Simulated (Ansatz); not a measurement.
Cell and atoms are relaxed with the symmetry kept. Start:

```cif
data_structure
_symmetry_space_group_name_H-M 'Im-3m'
_symmetry_Int_Tables_number 229
_cell_length_a 2.8860
_cell_length_b 2.8860
_cell_length_c 2.8860
_cell_angle_alpha 90.000
_cell_angle_beta 90.000
_cell_angle_gamma 90.000
_cell_volume 24.04
loop_
_atom_site_label
_atom_site_type_symbol
_atom_site_symmetry_multiplicity
_atom_site_Wyckoff_symbol
_atom_site_fract_x
_atom_site_fract_y
_atom_site_fract_z
_atom_site_occupancy
Fe1 Fe 2 a 0.00000 0.00000 0.00000 1
```

The calculation used DFT r2SCAN, scalar-relativistic, plane waves, PAW (Ansatz 0.2.0).

Settings: cutoff 500 eV, Γ-centred mesh 20×20×20 on the computed 1-atom cell, Gaussian smearing of 0.10 eV; collinear spin from starting moments 3.21 μB.

What does it relax to?

The volume falls by 0.24 Å³/atom to 11.78 Å³/atom, and the energy falls by 3.0 meV/atom. The cell ends with a moment of 2.65 μB (only this magnetic start was tried). Final structure:
```cif
data_structure
_symmetry_space_group_name_H-M 'Im-3m'
_symmetry_Int_Tables_number 229
_cell_length_a 2.8665
_cell_length_b 2.8665
_cell_length_c 2.8665
_cell_angle_alpha 90.000
_cell_angle_beta 90.000
_cell_angle_gamma 90.000
_cell_volume 23.55
loop_
_atom_site_label
_atom_site_type_symbol
_atom_site_symmetry_multiplicity
_atom_site_Wyckoff_symbol
_atom_site_fract_x
_atom_site_fract_y
_atom_site_fract_z
_atom_site_occupancy
Fe1 Fe 2 a 0.00000 0.00000 0.00000 1
```

Course of the relaxation (steps run on the plane waves of an earlier cell, and the basis is chosen afresh near the end, so energy and pressure can step there; trial steps that raised the energy were taken back; energies are free energies):

| step | E − E_final (meV/atom) | P (GPa) | V (Å³/atom) |
| --- | --- | --- | --- |
| 1 | 3.0 | -3.87 | 12.02 |
| 2 | 0.1 | -1.20 | 11.85 |
| 3 | -0.3 | 0.07 | 11.77 |
| 4 | -0.3 | 0.00 | 11.78 |
| 5 | 0.0 | -0.02 | 11.78 |

The state reached may not be the lowest one.

Cost: 1 run of about 0.99 core-minutes, on Arm Neoverse V2 (shared hosts).